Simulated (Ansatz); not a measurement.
VIr3:
```yaml
crystal:
  lattice:
    - [3.77251, 0.00000, 0.00000]
    - [0.00000, 3.77251, 0.00000]
    - [0.00000, 0.00000, 3.77251]
  atoms:
    - { symbol: V, position: [0.00000, 0.00000, 0.00000] }
    - { symbol: Ir, position: [0.50000, 0.50000, 0.00000] }
    - { symbol: Ir, position: [0.00000, 0.50000, 0.50000] }
    - { symbol: Ir, position: [0.50000, 0.00000, 0.50000] }
```

Relaxed with LDA. Special points in fractions of this cell's reciprocal vectors: Γ (0.000, 0.000, 0.000); X (0.000, 0.500, 0.000); M (0.500, 0.500, 0.000); R (0.500, 0.500, 0.500).

List the band energies nearest the Fermi level at these points for DFT-LDA in the program Ansatz with PAW potentials.

In eV from the Fermi level; about four levels below and three above (degenerate sets whole), none deeper than 8.9 eV; points with the same levels are listed once.

```csv
k,below,above
Γ,-2.92 -2.92 -2.92 -0.38 -0.38,1.39 1.88 1.88
X,-1.55 -1.55 -1.47 -0.09 -0.09,0.21 0.26 1.12
M,-2.18 -2.18 -1.11 -0.90,0.09 0.31 0.31
R,-0.39 -0.19 -0.19 -0.19,1.41 1.41 1.41
```

Space group Pm-3m (Cu3Au type). The workflow started from a Materials Project entry (that database holds measured and hypothetical structures alike); the Crystallography Open Database files this formula in space group No. 221, but the cells were not matched. Its standing as an ambient phase is unchecked. The LDA relaxation kept the symmetry of its start; its stability against distortions is not shown here. No spin polarisation was allowed. Scalar-relativistic: spin–orbit coupling is off unless named, which matters more the heavier the elements.

Potentials: the later of the program's two PAW sets.
